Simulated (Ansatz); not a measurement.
The relaxed structure here is a generated cell of PbI2: the first start was made by a random draw of sites in a space group, and the end was not matched to a known phase here, so it may be hypothetical. Known forms of PbI2 include space group No. 164.

A structure of PbI2 relaxed with PBEsol (plane waves to 420 eV, PAW, scalar-relativistic; Ansatz, an electronic-structure program); single points at other levels follow on the same geometry (Ansatz, PAW; PBEsol+SOC at 420 eV on a 7×7×3 k-mesh; spin-orbit coupling only where +SOC is written). Space group P4₂/mmc (No. 131).

```
CELL_PARAMETERS angstrom
      4.60562     0.00000     0.00000
      0.00000     4.60562     0.00000
      0.00000     0.00000    11.28293
ATOMIC_POSITIONS crystal
  I  0.00000 0.50000 0.00000
  I  0.50000 0.00000 0.50000
  I  0.50000 0.50000 0.25000
  I  0.50000 0.50000 0.75000
  Pb 0.00000 0.50000 0.50000
  Pb 0.50000 0.00000 0.00000
```

| level | gap (eV) | kind | conduction minimum |
|---|---|---|---|
| PBEsol | 0.31 | indirect | R |
| PBEsol+SOC | ___ | ___ | ___ |

Task: Some entries are withheld; supply them.

Result: 
- PBEsol+SOC, gap (eV): 0.02
- PBEsol+SOC, kind: indirect
- PBEsol+SOC, conduction minimum: 50 % of the way from X to R

The shift from spin-orbit coupling is approximate. No spin polarisation in the result.

The run could not lose the symmetry of its start: the end is stationary, and may be a saddle point rather than a minimum.

All atoms sit on sites fixed by symmetry, so only the cell could relax.
